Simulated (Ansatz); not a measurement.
Ba3In2O5F2:
```
CELL_PARAMETERS angstrom
     -2.09988     2.09988    11.36522
      2.09988    -2.09988    11.36522
      2.09988     2.09988   -11.36522
ATOMIC_POSITIONS crystal
  Ba 0.50000 0.50000 0.00000
  Ba 0.67650 0.67650 0.00000
  Ba 0.32350 0.32350 0.00000
  In 0.90819 0.90819 0.00000
  In 0.09181 0.09181 0.00000
  O  0.60384 0.10384 0.50000
  O  0.39616 0.89616 0.50000
  O  0.10384 0.60384 0.50000
  O  0.89616 0.39616 0.50000
  O  0.00000 0.00000 0.00000
  F  0.20400 0.20400 0.00000
  F  0.79600 0.79600 0.00000
```

Relaxed with r²SCAN. Special points in fractions of this cell's reciprocal vectors: Γ (0.000, 0.000, 0.000); X (0.000, 0.000, 0.500); P (0.250, 0.250, 0.250); N (0.000, 0.500, 0.000); M (0.500, 0.500, -0.500); S (0.259, 0.741, -0.259); S0 (-0.259, 0.259, 0.259); R (-0.017, 0.017, 0.500); G (0.500, 0.500, -0.017).

Problem. List the band energies nearest the valence-band maximum at these points for r²SCAN with spin–orbit coupling in the plane-wave PAW code Ansatz.

Solution. In eV from the valence-band maximum; about four levels below and three above (degenerate sets whole), none deeper than 8.9 eV; points with the same levels are listed once.

```
k                    below                above
-  -----------------------  -------------------
Γ  -0.96 -0.96 -0.89 -0.89  2.42 2.42 3.68 3.68
X      0.00 0.00 0.00 0.00  4.82 4.82 4.86 4.86
P      0.00 0.00 0.00 0.00  4.83 4.83 4.96 4.96
N  -1.00 -1.00 -0.95 -0.95  5.13 5.13 5.20 5.20
M  -0.96 -0.96 -0.88 -0.88  2.58 2.58 3.42 3.42
S  -1.00 -1.00 -0.95 -0.95  5.14 5.14 5.18 5.18
R  -0.01 -0.01 -0.01 -0.01  4.83 4.83 4.86 4.86
```

Space group I4/mmm. The workflow started from a Materials Project entry (that database holds measured and hypothetical structures alike); the Crystallography Open Database copy checked does not list it. Its standing as an ambient phase is unchecked. Symmetry was held in the r²SCAN relaxation; its stability against distortions is not shown here.

Potentials: the later of the program's two PAW sets.
